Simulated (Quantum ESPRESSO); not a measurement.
Simulation results for CaMgZn$_{2}$O$_{4}$ (made-up cell)

Calculation on a made-up crystal cell, not a measurement, with one named mistake planted (healthy values lack it): periodic Kohn-Sham density functional theory in plane waves with PseudoDojo standard norm-conserving scalar-relativistic pseudopotentials, each functional with its own files (v0.5 for PBE, v0.4.1 for LDA and PBEsol), no spin polarisation, no spin-orbit coupling, atoms not relaxed, stress positive in tension, energies less a fixed whole-eV offset for each atom's element; levels are Kohn-Sham levels at fractions of this cell's reciprocal vectors, counted from the reference band (half the neutral cell's valence electrons, rounded up) at Gamma; error bars cover cutoff and k-mesh only, not smearing or the files; each bar is the largest change over components, and at least 0.002 eV, 0.002 eV per angstrom or 0.02 GPa; a charged cell sits in a uniform background, with energy and stress on this program's zero of potential; energies are for the whole cell, and the offsets were chosen from early runs and are not element reference energies; a distance is the largest change of any value in units of its error bar (the energy's for the smearing term), a scale change is of lengths, and a coarse mesh keeps the half-step shift; machines and their load varied, so run times do not measure scaling. Program: Quantum ESPRESSO 7.5.

```json
{"formula": "CaMgZn2O4", "kind": "made-up cell", "intended_structure": {"cell_angstrom": [[4.4557, 0.0, 0.0], [0.0, 4.4557, 0.0], [0.0, 0.0, 4.4557]], "atoms_fractional": [["Zn", -0.00702, 0.01207, -0.02224], ["Zn", -0.00395, 0.51121, 0.49831], ["Ca", 0.51319, -0.02392, 0.51736], ["Mg", 0.50275, 0.49559, -0.01677], ["O", 0.49748, -0.02377, -0.01176], ["O", 0.54683, 0.49025, 0.48877], ["O", 1.01719, 0.01551, 0.51552], ["O", 0.98822, 0.5218, -0.02249]]}, "given": {"lattice_type": "rocksalt", "intended_functional": "pbe", "intended_cutoff [eV]": 1143, "intended_fermi_dirac_smearing [eV]": 0.025, "intended_scf_tolerance [eV]": 1e-07, "intended_electrons_removed": 0, "healthy_free_energy_less_offsets [eV]": 1.074, "healthy_scf_iterations": 12, "healthy_smearing_term_minus_ts [eV]": 0.0, "healthy_pressure [GPa]": 3.04, "healthy_stress_xx [GPa]": -3.26, "healthy_stress_yy [GPa]": -1.54, "healthy_stress_zz [GPa]": -4.33, "healthy_stress_yz [GPa]": 0.07, "healthy_stress_xz [GPa]": -0.32, "healthy_stress_xy [GPa]": 0.51, "fault_kind": "atoms exchanged", "fault_first_exchanged_site": 2, "fault_second_exchanged_site": 4, "faulty_run_command": "pw.x -nk 1 -in in", "faulty_run_processor": "AMD EPYC, Zen 5 class, virtual cores", "intended_k_mesh": "4 x 4 x 4, shifted by half a step", "structure_shown": "as intended, without the mistake", "atom_site": [1, 2, 3, 4, 5, 6, 7, 8], "atom_energy_offset [eV]": [-5687, -5687, -1055, -1617, -452, -452, -452, -452], "healthy_force_site": [1, 2, 3, 4, 5, 6, 7, 8], "healthy_force_x [eV/angstrom]": [0.229, 0.256, -0.109, 0.024, 0.048, -0.949, -0.14, 0.641], "healthy_force_y [eV/angstrom]": [-0.134, -0.304, 0.989, -0.046, 0.543, -0.445, -0.081, -0.522], "healthy_force_z [eV/angstrom]": [0.453, -0.239, -1.998, 0.491, 1.409, -0.052, -0.467, 0.403]}, "results": {"faulty_free_energy_less_offsets [eV]": 1.086, "faulty_scf_iterations": 12, "faulty_smearing_term_minus_ts [eV]": 0.0, "faulty_pressure [GPa]": 2.876, "faulty_stress_xx [GPa]": -3.758, "faulty_stress_yy [GPa]": -1.267, "faulty_stress_zz [GPa]": -3.603, "faulty_stress_yz [GPa]": -0.01165, "faulty_stress_xz [GPa]": -0.291, "faulty_stress_xy [GPa]": 0.5278, "faulty_force_site": [1, 2, 3, 4, 5, 6, 7, 8], "faulty_force_x [eV/angstrom]": [0.2361, 0.4604, -0.1205, 0.02597, 0.02764, -1.026, -0.2004, 0.5969], "faulty_force_y [eV/angstrom]": [-0.07244, -0.4416, 1.112, -0.04193, 0.4399, -0.3928, -0.161, -0.4422], "faulty_force_z [eV/angstrom]": [0.4126, -0.2747, -1.898, 0.3727, 1.493, -0.06953, -0.5095, 0.4733], "other_mistakes_compared": 7, "distance_from_healthy [error bars]": 28.0, "distance_from_nearest_other_mistake [error bars]": 28.83, "healthy_error_bar_energy [eV]": 0.002, "healthy_error_bar_stress [GPa]": 0.03512, "healthy_error_bar_force [eV/angstrom]": 0.007316, "faulty_wall_time_of_scf_and_band_steps_on_a_shared_machine [s]": 235.5}}
```
